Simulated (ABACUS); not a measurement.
Worked example: self-consistent single point of CdS (F-43m, 8 atoms in the cell; from Materials Project mp-2469, changed as shown) in ABACUS.

Computed with ABACUS 3.10.1 with PBE, numerical atomic orbitals SZP (confined pseudo-atomic orbitals with Gaussian additions; energy shift 0.01 Ry), PseudoDojo 0.5 standard norm-conserving PBE (tails mended) pseudopotentials.

The change in words: lattice scaled by 1.02. Reference geometry (F-43m):
```
CELL_PARAMETERS angstrom
      5.88591     0.00000     0.00000
      0.00000     5.88591     0.00000
      0.00000     0.00000     5.88591
ATOMIC_POSITIONS crystal
  Cd 0.00000 0.00000 0.00000
  Cd 0.00000 0.50000 0.50000
  Cd 0.50000 0.00000 0.50000
  Cd 0.50000 0.50000 0.00000
  S  0.25000 0.25000 0.75000
  S  0.25000 0.75000 0.25000
  S  0.75000 0.25000 0.25000
  S  0.75000 0.75000 0.75000
```

Reference input (self-consistent single point, DFT, PBE, numerical atomic orbitals SZP (confined pseudo-atomic orbitals with Gaussian additions; energy shift 0.01 Ry), PseudoDojo 0.5 standard norm-conserving PBE (tails mended) pseudopotentials): basis = SZP numerical atomic orbitals, energy shift 0.01 Ry; KPT = Gamma 6 6 6 0 0 0; basis_type = lcao; ecutwfc = 100 Ry; smearing_method = fd; smearing_sigma = 0.00367493 Ry; potentials = PseudoDojo 0.5 standard norm-conserving PBE (tails mended); symmetry = 1; ks_solver = genelpa; scf_nmax = 100; scf_thr = 1.0e-07; mixing_type = pulay. This run's input differs from it in these lines:

```diff
@@ -31,5 +31,5 @@
 LATTICE_VECTORS
-   5.8859100000    0.0000000000    0.0000000000
-   0.0000000000    5.8859100000    0.0000000000
-   0.0000000000    0.0000000000    5.8859100000
+   6.0036280000    0.0000000000    0.0000000000
+   0.0000000000    6.0036280000    0.0000000000
+   0.0000000000    0.0000000000    6.0036280000
```

Output, abridged:

```
 SELF-CONSISTENT
 -------------------------------------------

                  longest orb rcut (Bohr) = 7
   longest nonlocal projector rcut (Bohr) = 1.48
                     search radius (Bohr) = 17

                          real space grid = [ 75, 75, 75 ]
                                 init_chg = atomic

 LCAO ALGORITHM --------------- ION=   1  ELEC=   1--------------------------------

 Density error is 0.0547296622182
 E_KohnSham     -1490.7173153578     -20282.2495961291
 E_Fermi        0.4424417141         6.0197283444

 LCAO ALGORITHM --------------- ION=   1  ELEC=   2--------------------------------

   [... lines left out ...]

   [... 4 blocks of this kind left out ...]

 LCAO ALGORITHM --------------- ION=   1  ELEC=   7--------------------------------

 Density error is 2.83880999693e-07
 E_KohnSham     -1490.8662039240     -20284.2753289968
 E_Fermi        0.4719020268         6.4205564621

 LCAO ALGORITHM --------------- ION=   1  ELEC=   8--------------------------------

 Density error is 2.77789139698e-08
 E_KohnSham     -1490.8662039240     -20284.2753289963
 E_KS(sigma->0) -1490.8662039083     -20284.2753287827
 E_entropy(-TS) -0.0000000314        -0.0000004273
 E_Fermi        0.4719022721         6.4205597998
 charge density convergence is achieved
 final etot is -20284.275329 eV
 EFERMI = 6.4205597998 eV

 STATE ENERGY(eV) AND OCCUPATIONS    NSPIN == 1
   [... 60 lines left out ...]

 TOTAL-FORCE (eV/Angstrom)
                       Cd1         0.0000000000         0.0000000000         0.0000000000
                       Cd2         0.0000000000         0.0000000000         0.0000000000
                       Cd3         0.0000000000         0.0000000000         0.0000000000
                       Cd4         0.0000000000         0.0000000000         0.0000000000
                        S1         0.0001009686         0.0001009686        -0.0001009686
                        S2         0.0001009686        -0.0001009686         0.0001009686
                        S3        -0.0001009686         0.0001009686         0.0001009686
   [... lines left out ...]

 TOTAL-STRESS (KBAR)
       -15.6911264295        -0.0000000000        -0.0000000000
        -0.0000000000       -15.6911264295         0.0000000000
         0.0000000000         0.0000000000       -15.6911264295
 TOTAL-PRESSURE: -15.691126 KBAR

 --------------------------------------------
 !FINAL_ETOT_IS -20284.2753289963111456 eV
 --------------------------------------------
```

The run converged in 8 iterations. Against the reference run the free energy stays essentially unchanged (within 1 meV/atom), the pressure goes from 1.99 to -1.57 GPa and the gap on the mesh goes from 1.329 to 1.127 eV.

The atom-centred basis is finite, which shifts total energies, pressures and gaps against plane waves. A single-zeta basis is rough, for pressures and forces above all. The structure comes from a collection of computed structures, made at another level of theory; the collection holds predicted forms beside known ones.

Cost on one core: around 14 core-seconds (rough).

The atomic orbitals were generated for these runs; they are not ABACUS's published sets and were checked against plane waves on a few crystals only.

“Tails mended”: in these copies of the files the far tail of each local potential was reset to the Coulomb form.
